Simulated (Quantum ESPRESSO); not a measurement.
AlSi6N (made-up cell) (calculated)

Computed with Quantum ESPRESSO 7.5. Calculation on a made-up crystal cell, not a measurement: periodic Kohn-Sham density functional theory in plane waves with PseudoDojo standard norm-conserving scalar-relativistic pseudopotentials, each functional with its own files (v0.5 for PBE, v0.4.1 for LDA and PBEsol), no spin polarisation, no spin-orbit coupling, atoms not relaxed, stress positive in tension, energies less a fixed whole-eV offset for each atom's element; levels are Kohn-Sham levels at fractions of this cell's reciprocal vectors, counted from the reference band (half the neutral cell's valence electrons, rounded up) at Gamma; error bars cover cutoff and k-mesh only, not smearing or the files; added strain carries the atoms with the cell, and shear is the tensor component; each bar is the largest change over components, and at least 0.002 eV, 0.002 eV per angstrom or 0.02 GPa; energies are for the whole cell, and the offsets were chosen from early runs and are not element reference energies.

Common to all runs: lattice type zincblende/diamond; functional pbe; cutoff 1143 eV; fermi dirac smearing 0.1 eV; scf tolerance 1e-07 eV; electrons removed 0; added strain kind uniform; k mesh 6 x 6 x 6, shifted by half a step.

(1) 
```cif
# cell vector a (Å): 5.3642 0.0658 0.0457
# cell vector b (Å): 0.0658 5.4791 0.0543
# cell vector c (Å): 0.0457 0.0543 5.4270
data_AlSi6N
_symmetry_space_group_name_H-M 'P 1'
_symmetry_Int_Tables_number 1
_cell_length_a 5.3648
_cell_length_b 5.4798
_cell_length_c 5.4275
_cell_angle_alpha 88.853
_cell_angle_beta 89.023
_cell_angle_gamma 88.604
_cell_volume 159.45
loop_
_atom_site_label
_atom_site_type_symbol
_atom_site_fract_x
_atom_site_fract_y
_atom_site_fract_z
_atom_site_occupancy
Si1 Si 0.99533 0.00681 0.01097 1
Si2 Si 0.99511 0.50066 0.51998 1
N1 N 0.49424 0.01122 0.49350 1
Si3 Si 0.47966 0.50596 0.99175 1
Si4 Si 0.23291 0.25431 0.25361 1
Si5 Si 0.25168 0.75059 0.75853 1
Si6 Si 0.76119 0.23699 0.74049 1
Al1 Al 0.76730 0.72003 0.24687 1
_calc_added_strain 0.0032
_calc_structure_shown 'before the added strain of 0.0032'
_calc_free_energy_less_offsets 4.408  # eV
_calc_smearing_term_minus_ts -0.05085  # eV
_calc_scf_iterations 11
_calc_pressure -2.939  # GPa
_calc_stress_xx 2.846  # GPa
_calc_stress_yy 3.501  # GPa
_calc_stress_zz 2.47  # GPa
_calc_stress_yz 4.692  # GPa
_calc_stress_xz -1.308  # GPa
_calc_stress_xy 1.235  # GPa
_calc_fermi_level 0.05628  # eV
_calc_reference_band 16
_calc_error_bar_energy 0.003283  # eV
_calc_error_bar_stress 0.05173  # GPa
_calc_error_bar_force 0.01569  # eV/angstrom
_calc_error_bar_next_band_up 0.002  # eV
_calc_error_bar_fermi_level 0.009701  # eV
_calc_error_bars_from 'tighter rerun of a related cell'
```

Atoms:
```
atoms element  atom site  atom energy offset (eV)
           Si          1                     -115
           Si          2                     -115
            N          3                     -283
           Si          4                     -115
           Si          5                     -115
           Si          6                     -115
           Si          7                     -115
           Al          8                      -64
```

Forces:
```
site  x (eV/Å)  y (eV/Å)   z (eV/Å)
   1     0.524   -0.4799    -0.4153
   2     1.411   -0.3344     0.4099
   3  -0.05448   -0.1241     0.2204
   4     1.666    -1.664     0.5482
   5     1.668   -0.8004      1.184
   6   -0.1124     2.183     -1.777
   7     -2.82   -0.4962    -0.1637
   8    -2.283     1.716  -0.006543
```

Levels:
```
level k point  next band up (eV)
        Gamma             0.2981
(1/2,1/2,1/2)             0.1613
   (0.15,0,0)           -0.01151
   (0,0.15,0)             0.0671
   (0,0,0.15)            0.06538
```

(2) 
```cif
# cell vector a (Å): 5.3642 0.0658 0.0457
# cell vector b (Å): 0.0658 5.4791 0.0543
# cell vector c (Å): 0.0457 0.0543 5.4270
data_AlSi6N
_symmetry_space_group_name_H-M 'P 1'
_symmetry_Int_Tables_number 1
_cell_length_a 5.3648
_cell_length_b 5.4798
_cell_length_c 5.4275
_cell_angle_alpha 88.853
_cell_angle_beta 89.023
_cell_angle_gamma 88.604
_cell_volume 159.45
loop_
_atom_site_label
_atom_site_type_symbol
_atom_site_fract_x
_atom_site_fract_y
_atom_site_fract_z
_atom_site_occupancy
Si1 Si 0.99533 0.00681 0.01097 1
Si2 Si 0.99511 0.50066 0.51998 1
N1 N 0.49424 0.01122 0.49350 1
Si3 Si 0.47966 0.50596 0.99175 1
Si4 Si 0.23291 0.25431 0.25361 1
Si5 Si 0.25168 0.75059 0.75853 1
Si6 Si 0.76119 0.23699 0.74049 1
Al1 Al 0.76730 0.72003 0.24687 1
_calc_added_strain 0.0085
_calc_structure_shown 'before the added strain of 0.0085'
_calc_free_energy_less_offsets 4.463  # eV
_calc_smearing_term_minus_ts -0.05104  # eV
_calc_scf_iterations 11
_calc_pressure -4.011  # GPa
_calc_stress_xx 3.872  # GPa
_calc_stress_yy 4.582  # GPa
_calc_stress_zz 3.579  # GPa
_calc_stress_yz 4.431  # GPa
_calc_stress_xz -1.167  # GPa
_calc_stress_xy 1.2  # GPa
_calc_fermi_level 0.05535  # eV
_calc_reference_band 16
_calc_error_bar_energy 0.003283  # eV
_calc_error_bar_stress 0.05173  # GPa
_calc_error_bar_force 0.01569  # eV/angstrom
_calc_error_bar_next_band_up 0.002  # eV
_calc_error_bar_fermi_level 0.009701  # eV
_calc_error_bars_from 'tighter rerun of a related cell'
```

Atoms:
```
atoms element  atom site  atom energy offset (eV)
           Si          1                     -115
           Si          2                     -115
            N          3                     -283
           Si          4                     -115
           Si          5                     -115
           Si          6                     -115
           Si          7                     -115
           Al          8                      -64
```

Forces:
```
site  x (eV/Å)  y (eV/Å)  z (eV/Å)
   1    0.5049   -0.4758   -0.4146
   2     1.352   -0.3442    0.3698
   3   -0.0558   -0.1213    0.2134
   4      1.61      -1.6    0.5297
   5     1.603   -0.7537     1.131
   6   -0.1214     2.079     -1.68
   7    -2.702   -0.4406   -0.1306
   8     -2.19     1.657  -0.01929
```

Levels:
```
level k point  next band up (eV)
        Gamma             0.2934
(1/2,1/2,1/2)             0.1531
   (0.15,0,0)          -0.005147
   (0,0.15,0)            0.06832
   (0,0,0.15)            0.06849
```

(3) 
```cif
# cell vector a (Å): 5.3642 0.0658 0.0457
# cell vector b (Å): 0.0658 5.4791 0.0543
# cell vector c (Å): 0.0457 0.0543 5.4270
data_AlSi6N
_symmetry_space_group_name_H-M 'P 1'
_symmetry_Int_Tables_number 1
_cell_length_a 5.3648
_cell_length_b 5.4798
_cell_length_c 5.4275
_cell_angle_alpha 88.853
_cell_angle_beta 89.023
_cell_angle_gamma 88.604
_cell_volume 159.45
loop_
_atom_site_label
_atom_site_type_symbol
_atom_site_fract_x
_atom_site_fract_y
_atom_site_fract_z
_atom_site_occupancy
Si1 Si 0.99533 0.00681 0.01097 1
Si2 Si 0.99511 0.50066 0.51998 1
N1 N 0.49424 0.01122 0.49350 1
Si3 Si 0.47966 0.50596 0.99175 1
Si4 Si 0.23291 0.25431 0.25361 1
Si5 Si 0.25168 0.75059 0.75853 1
Si6 Si 0.76119 0.23699 0.74049 1
Al1 Al 0.76730 0.72003 0.24687 1
_calc_added_strain 0.0157
_calc_structure_shown 'before the added strain of 0.0157'
_calc_free_energy_less_offsets 4.566  # eV
_calc_smearing_term_minus_ts -0.05154  # eV
_calc_scf_iterations 11
_calc_pressure -5.338  # GPa
_calc_stress_xx 5.145  # GPa
_calc_stress_yy 5.916  # GPa
_calc_stress_zz 4.954  # GPa
_calc_stress_yz 4.101  # GPa
_calc_stress_xz -0.9891  # GPa
_calc_stress_xy 1.15  # GPa
_calc_fermi_level 0.05386  # eV
_calc_reference_band 16
_calc_error_bar_energy 0.003283  # eV
_calc_error_bar_stress 0.05173  # GPa
_calc_error_bar_force 0.01569  # eV/angstrom
_calc_error_bar_next_band_up 0.002  # eV
_calc_error_bar_fermi_level 0.009701  # eV
_calc_error_bars_from 'tighter rerun of a related cell'
```

Atoms:
```
atoms element  atom site  atom energy offset (eV)
           Si          1                     -115
           Si          2                     -115
            N          3                     -283
           Si          4                     -115
           Si          5                     -115
           Si          6                     -115
           Si          7                     -115
           Al          8                      -64
```

Forces:
```
site  x (eV/Å)  y (eV/Å)  z (eV/Å)
   1    0.4805   -0.4692   -0.4135
   2     1.276   -0.3545    0.3189
   3  -0.05769    -0.117    0.2053
   4     1.537    -1.518    0.5048
   5     1.519   -0.6941     1.062
   6   -0.1338     1.944    -1.555
   7    -2.551   -0.3702  -0.08729
   8     -2.07     1.579  -0.03558
```

Levels:
```
level k point  next band up (eV)
        Gamma             0.2871
(1/2,1/2,1/2)             0.1425
   (0.15,0,0)           0.003911
   (0,0.15,0)            0.07016
   (0,0,0.15)            0.07343
```

(4) 
```cif
# cell vector a (Å): 5.3642 0.0658 0.0457
# cell vector b (Å): 0.0658 5.4791 0.0543
# cell vector c (Å): 0.0457 0.0543 5.4270
data_AlSi6N
_symmetry_space_group_name_H-M 'P 1'
_symmetry_Int_Tables_number 1
_cell_length_a 5.3648
_cell_length_b 5.4798
_cell_length_c 5.4275
_cell_angle_alpha 88.853
_cell_angle_beta 89.023
_cell_angle_gamma 88.604
_cell_volume 159.45
loop_
_atom_site_label
_atom_site_type_symbol
_atom_site_fract_x
_atom_site_fract_y
_atom_site_fract_z
_atom_site_occupancy
Si1 Si 0.99533 0.00681 0.01097 1
Si2 Si 0.99511 0.50066 0.51998 1
N1 N 0.49424 0.01122 0.49350 1
Si3 Si 0.47966 0.50596 0.99175 1
Si4 Si 0.23291 0.25431 0.25361 1
Si5 Si 0.25168 0.75059 0.75853 1
Si6 Si 0.76119 0.23699 0.74049 1
Al1 Al 0.76730 0.72003 0.24687 1
_calc_added_strain 0.0177
_calc_structure_shown 'before the added strain of 0.0177'
_calc_stress_xy ?
```

Atoms:
```
atoms element  atom site  atom energy offset (eV)
           Si          1                     -115
           Si          2                     -115
            N          3                     -283
           Si          4                     -115
           Si          5                     -115
           Si          6                     -115
           Si          7                     -115
           Al          8                      -64
```

(5) 
```cif
# cell vector a (Å): 5.3642 0.0658 0.0457
# cell vector b (Å): 0.0658 5.4791 0.0543
# cell vector c (Å): 0.0457 0.0543 5.4270
data_AlSi6N
_symmetry_space_group_name_H-M 'P 1'
_symmetry_Int_Tables_number 1
_cell_length_a 5.3648
_cell_length_b 5.4798
_cell_length_c 5.4275
_cell_angle_alpha 88.853
_cell_angle_beta 89.023
_cell_angle_gamma 88.604
_cell_volume 159.45
loop_
_atom_site_label
_atom_site_type_symbol
_atom_site_fract_x
_atom_site_fract_y
_atom_site_fract_z
_atom_site_occupancy
Si1 Si 0.99533 0.00681 0.01097 1
Si2 Si 0.99511 0.50066 0.51998 1
N1 N 0.49424 0.01122 0.49350 1
Si3 Si 0.47966 0.50596 0.99175 1
Si4 Si 0.23291 0.25431 0.25361 1
Si5 Si 0.25168 0.75059 0.75853 1
Si6 Si 0.76119 0.23699 0.74049 1
Al1 Al 0.76730 0.72003 0.24687 1
_calc_added_strain 0.0208
_calc_structure_shown 'before the added strain of 0.0208'
_calc_stress_yz ?
```

Atoms:
```
atoms element  atom site  atom energy offset (eV)
           Si          1                     -115
           Si          2                     -115
            N          3                     -283
           Si          4                     -115
           Si          5                     -115
           Si          6                     -115
           Si          7                     -115
           Al          8                      -64
```

## Withheld values
1. AlSi6N (made-up cell) (entry 4): stress xy?
2. What stress yz does the calculation give for AlSi6N (made-up cell) (entry 5)?
3. Give the table of forces values for AlSi6N (made-up cell) (entry 5).

Answers
1. 1.137 GPa
2. 3.875 GPa
3. 
Forces:
```
site  x (eV/Å)  y (eV/Å)  z (eV/Å)
   1    0.4622   -0.4647   -0.4122
   2     1.222   -0.3612    0.2832
   3  -0.05868   -0.1142    0.1991
   4     1.487     -1.46    0.4879
   5     1.462   -0.6544     1.016
   6   -0.1403     1.853    -1.469
   7    -2.447    -0.324  -0.05902
   8    -1.987     1.526  -0.04593
```

Further results for AlSi6N (made-up cell) (entry 4):

```
free energy less offsets : 4.601 eV
smearing term minus ts   : -0.05172 eV
scf iterations           : 11
pressure                 : -5.683 GPa
stress xx                : 5.475 GPa
stress yy                : 6.262 GPa
stress zz                : 5.311 GPa
stress yz                : 4.012 GPa
stress xz                : -0.9424 GPa
fermi level              : 0.05358 eV
reference band           : 16
error bar energy         : 0.003283 eV
error bar stress         : 0.05173 GPa
error bar force          : 0.01569 eV/Å
error bar next band up   : 0.002 eV
error bar fermi level    : 0.009701 eV
error bars from          : tighter rerun of a related cell
```

Forces:
```
site  x (eV/Å)  y (eV/Å)  z (eV/Å)
   1    0.4733   -0.4678   -0.4142
   2     1.255   -0.3574    0.3059
   3  -0.05813   -0.1159    0.2031
   4     1.518    -1.495    0.4983
   5     1.497   -0.6784     1.044
   6   -0.1371     1.908    -1.521
   7    -2.509   -0.3517  -0.07603
   8    -2.038     1.558  -0.04015
```

Levels:
```
level k point  next band up (eV)
        Gamma             0.2856
(1/2,1/2,1/2)             0.1397
   (0.15,0,0)           0.006771
   (0,0.15,0)            0.07093
   (0,0,0.15)            0.07515
```

Further results for AlSi6N (made-up cell) (entry 5):

```
free energy less offsets : 4.658 eV
smearing term minus ts   : -0.05205 eV
scf iterations           : 11
pressure                 : -6.196 GPa
stress xx                : 5.967 GPa
stress yy                : 6.778 GPa
stress zz                : 5.843 GPa
stress xz                : -0.8694 GPa
stress xy                : 1.116 GPa
fermi level              : 0.05292 eV
reference band           : 16
error bar energy         : 0.003283 eV
error bar stress         : 0.05173 GPa
error bar force          : 0.01569 eV/Å
error bar next band up   : 0.002 eV
error bar fermi level    : 0.009701 eV
error bars from          : tighter rerun of a related cell
```

Levels:
```
level k point  next band up (eV)
        Gamma             0.2831
(1/2,1/2,1/2)             0.1352
   (0.15,0,0)            0.01112
   (0,0.15,0)            0.07214
   (0,0,0.15)            0.07773
```
